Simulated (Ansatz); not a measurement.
Ansatz (a program for electronic structure) input:

Ansatz 0.2 input:
```yaml
crystal:
  lattice:
    - [2.4557706963, 0.0, 0.0]
    - [-1.2278853481, 2.1267598088, 0.0]
    - [0.0, 0.0, 7.0785890331]
  atoms:
    - { symbol: C, position: [0.0, 0.0, 0.25] }
    - { symbol: C, position: [0.0, 0.0, 0.75] }
    - { symbol: C, position: [0.3333333333, 0.6666666667, 0.25] }
    - { symbol: C, position: [0.6666666667, 0.3333333333, 0.75] }
kpoints:
  mp_grid: { grid: [33, 33, 10] }
hamiltonian:
  xc: r2scan
  pseudopotentials: { kind: paw }
scf:
  occupations: { method: fermi_dirac, width: 0.1 }
elastic: { mode: relaxed_ion, stencil: two_point, amplitude: 0.005, f_tol: 0.0005 }
```

Output (shortened):

```
Pseudopotential: C, paw, valence charge 4
Functional definition: r2SCAN
Crystal: 4 atoms, lattice volume = 36.970 Å³
Basis set: ecut = 500 eV, 955 PW (Γ), exchange–correlation on 72×72×216 points (64 copies of the dense FFT grid, shifted against one another)
Bands: 12, of which v1, the nominal top of the filled ones, is band 8 counted from 1 (7 counted from 0)
Symmetry: 24 space group operations
Space group: P63/mmc (ITA 194), of the structure as read, at distance tolerance 3.3e-5 Å
k-points: 648 of 10890
SCF 1 converged in 10 iterations: F = -1006.674520 eV  dr2 = 2.78e-14
Crystal: 4 atoms, lattice volume = 36.970 Å³
SCF 2 converged in 2 iterations: F = -1006.674520 eV  dr2 = 3.35e-15
Crystal: 4 atoms, lattice volume = 36.785 Å³
Symmetry: 8 space group operations
k-points: 1734 of 10890
SCF 3 converged in 9 iterations: F = -1006.671368 eV  dr2 = 1.27e-14
relax step   1: F+E_penalty+E_count = -1006.67136802 eV  Δ(F+E_penalty+E_count) = +0.000e0 eV  max|allowed force component| = 5.739e-2 eV/Å  Δτ_max = 0.0000 Å  (9 SCF iters, accepted)
Crystal: 4 atoms, lattice volume = 36.785 Å³
SCF 4 converged in 8 iterations: F = -1006.671409 eV  dr2 = 5.15e-15
relax step   2: F+E_penalty+E_count = -1006.67140939 eV  Δ(F+E_penalty+E_count) = -4.137e-5 eV  max|allowed force component| = 3.124e-2 eV/Å  Δτ_max = 0.0018 Å  (8 SCF iters, accepted)
Crystal: 4 atoms, lattice volume = 36.785 Å³
SCF 5 converged in 8 iterations: F = -1006.671427 eV  dr2 = 7.91e-15
relax step   3: F+E_penalty+E_count = -1006.67142678 eV  Δ(F+E_penalty+E_count) = -1.739e-5 eV  max|allowed force component| = 2.493e-5 eV/Å  Δτ_max = 0.0021 Å  (8 SCF iters, accepted)
Crystal: 4 atoms, lattice volume = 36.785 Å³
SCF 6 converged in 2 iterations: F = -1006.671427 eV  dr2 = 7.01e-16
Crystal: 4 atoms, lattice volume = 37.155 Å³
SCF 7 converged in 9 iterations: F = -1006.671549 eV  dr2 = 1.97e-15
relax step   1: F+E_penalty+E_count = -1006.67154860 eV  Δ(F+E_penalty+E_count) = +0.000e0 eV  max|allowed force component| = 5.217e-2 eV/Å  Δτ_max = 0.0000 Å  (9 SCF iters, accepted)
Crystal: 4 atoms, lattice volume = 37.155 Å³
SCF 8 converged in 9 iterations: F = -1006.671598 eV  dr2 = 1.11e-16
relax step   2: F+E_penalty+E_count = -1006.67159848 eV  Δ(F+E_penalty+E_count) = -4.988e-5 eV  max|allowed force component| = 1.291e-3 eV/Å  Δτ_max = 0.0036 Å  (9 SCF iters, accepted)
Crystal: 4 atoms, lattice volume = 37.155 Å³
SCF 9 converged in 6 iterations: F = -1006.671599 eV  dr2 = 9.69e-14
relax step   3: F+E_penalty+E_count = -1006.67159851 eV  Δ(F+E_penalty+E_count) = -3.327e-8 eV  max|allowed force component| = 2.173e-5 eV/Å  Δτ_max = 0.0002 Å  (6 SCF iters, accepted)
Crystal: 4 atoms, lattice volume = 37.155 Å³
SCF 10 converged in 2 iterations: F = -1006.671599 eV  dr2 = 1.85e-14
Crystal: 4 atoms, lattice volume = 36.785 Å³
SCF 11 converged in 8 iterations: F = -1006.674525 eV  dr2 = 3.60e-14
Crystal: 4 atoms, lattice volume = 37.155 Å³
SCF 12 converged in 6 iterations: F = -1006.674396 eV  dr2 = 3.02e-14
Crystal: 4 atoms, lattice volume = 36.970 Å³
Symmetry: 4 space group operations
k-points: 2822 of 10890
SCF 13 converged in 9 iterations: F = -1006.674512 eV  dr2 = 1.79e-14
relax step   1: F+E_penalty+E_count = -1006.67451200 eV  Δ(F+E_penalty+E_count) = +0.000e0 eV  max|allowed force component| = 4.249e-5 eV/Å  Δτ_max = 0.0000 Å  (9 SCF iters, accepted)
Crystal: 4 atoms, lattice volume = 36.970 Å³
SCF 14 converged in 2 iterations: F = -1006.674512 eV  dr2 = 4.72e-15
Crystal: 4 atoms, lattice volume = 36.970 Å³
SCF 15 converged in 9 iterations: F = -1006.674512 eV  dr2 = 1.23e-14
relax step   1: F+E_penalty+E_count = -1006.67451200 eV  Δ(F+E_penalty+E_count) = +0.000e0 eV  max|allowed force component| = 4.249e-5 eV/Å  Δτ_max = 0.0000 Å  (9 SCF iters, accepted)
Crystal: 4 atoms, lattice volume = 36.970 Å³
SCF 16 converged in 2 iterations: F = -1006.674512 eV  dr2 = 2.38e-15
SCF converged after 2 iterations
Free energy (F): -1006.674520 eV
Harris-Foulkes:  -1006.674520 eV  (|F-HF|=2.27e-13)
Internal energy: -1006.673280 eV  (E = F + TS)
E sigma→0 (E₀):  -1006.673900 eV
Entropy (-TS):   -0.001240 eV (-0.310 meV/atom)
Fermi energy:    6.452461 eV
--- Per-component energies (eV) ---
  E_band       = -53.188387
  E_kinetic    = 363.474867
  E_local      = -668.489258  (includes V_loc(G=0)·N_el)
  E_nonlocal   = 107.803576
  E_hartree    = 208.999505
  E_xc         = -188.859497
  E_vxc        = -261.618898  (∫ρ·V_xc dr)
  E_paw        = -403.516600  (= ΣΔE_a)
  E_vpaw       = -27.016155  (= ΣTr[D̂ρ^β])
  E_aug_tail   = 0.000021  (compensation charges beyond the density's cutoff)
  E_vtau       = 14.658450  (kinetic-family band-sum trace: ∫τ·v_τ [+ j·A + Jᵃ·Aᵃ] dr)
  E_ewald      = -425.986800
  E_core_change = -0.099095  (= ΣΔE_core)
  E_smearing   = -0.001240  (= −TS)
  E_closure    = 0.000000  (closes the sum)
  Σ components = -1006.674520   (vs F -1006.674520, Δ=0.00e0)
--- Forces (eV/Å), atoms counted from 1 ---
  atom   1  C      0.00000000     0.00000000     0.00000000
  atom   2  C      0.00000000     0.00000000     0.00000000
  atom   3  C      0.00000000     0.00000000     0.00000000
  atom   4  C      0.00000000     0.00000000     0.00000000
  max |Σ_I F_I| component: 3.70e-16 eV/Å
--- Stress (GPa, compression-positive) ---
        0.050360       0.000000       0.000000
        0.000000       0.050360       0.000000
        0.000000       0.000000      -0.056417
  P = ⅓ Tr σ = 0.0148 GPa (0.148 kbar)
--- Band table (eV; the first three rows and the last of 648) ---
  k-point 0: bands = ["-14.4998", "-14.3068", "-2.4017", "-0.8754", "3.2038", "3.2038", "3.2146", "3.2146", "10.4095", "15.1967", "15.1967", "15.2306"]
  k-point 1: bands = ["-14.4953", "-14.3117", "-2.3697", "-0.9202", "3.2041", "3.2041", "3.2143", "3.2143", "10.5174", "15.1976", "15.1976", "15.2298"]
  k-point 2: bands = ["-14.4821", "-14.3260", "-2.2758", "-1.0474", "3.2048", "3.2048", "3.2136", "3.2136", "10.8331", "15.1999", "15.1999", "15.2273"]
  k-point 647: bands = ["-7.0746", "-7.0746", "-7.0715", "-7.0715", "-4.7278", "-4.7278", "6.4457", "6.4457", "6.4500", "6.4500", "17.0330", "17.0330"]
--- Elastic constants: 3 strain directions × 2 members + reference (group order 24) ---
  dense FFT box of the reference and of every strained cell: 18×18×54
  strains applied: 11, 33, 23; error gains …
  C = ∂σ_k/∂η_j (tension-positive GPa; Voigt order 11 22 33 23 13 12):
      1042.440    178.128     -2.407      0.000      0.000      0.000
       178.128   1042.440     -2.407      0.000      0.000      0.000
        -2.503     -2.503     20.373      0.000      0.000      0.000
         0.000      0.000      0.000      2.450      0.000      0.000
         0.000      0.000      0.000      0.000      2.450      0.000
         0.000      0.000      0.000      0.000      0.000    432.156
  reference stress σ⁰ (GPa):     -0.050     -0.050      0.056      0.000      0.000      0.000
  moduli (Voigt/Reuss/Hill, GPa): K = 272.41/19.55/145.98   G = 216.21/5.64/110.93   E = 265.52   ν = 0.197
  mechanically stable: yes (min eigenvalue of sym C = 2.45 GPa)
  strain η (Voigt 11):  stress-route row diagonal C_11 = 1042.44 GPa, energy-path curvature d²(F+E_count+ΔE)/dδ²/Ω₀ = 1042.41 GPa
         δ    σ_11 (GPa)             F (eV)   n_scf  n_hpsi   n_pw
    -5.000e-3      -5.3355       -1006.6714268       2  254904    960   relax 3 steps, max|allowed force component| 2.49e-5 eV/Å
     5.000e-3       5.0889       -1006.6715985       2  256806    970   relax 3 steps, max|allowed force component| 2.17e-5 eV/Å
  strain η (Voigt 33):  stress-route row diagonal C_33 = 20.37 GPa, energy-path curvature d²(F+E_count+ΔE)/dδ²/Ω₀ = 20.37 GPa
         δ    σ_33 (GPa)             F (eV)   n_scf  n_hpsi   n_pw
    -5.000e-3      -0.0496       -1006.6745251       8  182863    962   relax 0 steps, max|allowed force component| 4.63e-16 eV/Å
     5.000e-3       0.1541       -1006.6743958       6  152428    970   relax 0 steps, max|allowed force component| 5.09e-16 eV/Å
  strain η (Voigt 23):  stress-route row diagonal C_44 = 2.45 GPa, energy-path curvature d²(F+E_count+ΔE)/dδ²/Ω₀ = 2.44 GPa
         δ    σ_23 (GPa)             F (eV)   n_scf  n_hpsi   n_pw
    -5.000e-3      -0.0123       -1006.6745120       2  415278    963   relax 1 steps, max|allowed force component| 4.25e-5 eV/Å
     5.000e-3       0.0123       -1006.6745120       2  414943    963   relax 1 steps, max|allowed force component| 4.25e-5 eV/Å
```

Cost: roughly 29 core-minutes on shared cores.

Space group P6_3/mmc (graphite). Symmetry was held in the r²SCAN relaxation. A crystal of weakly bound layers computed without a dispersion correction: the cell and the soft elastic constants depend strongly on that. As this level gives no gap, shear constants depend on the k-mesh and smearing (Fermi–Dirac, 0.1 eV here).

Potentials: the later of the program's two PAW sets.

Ansatz is a plane-wave DFT program.
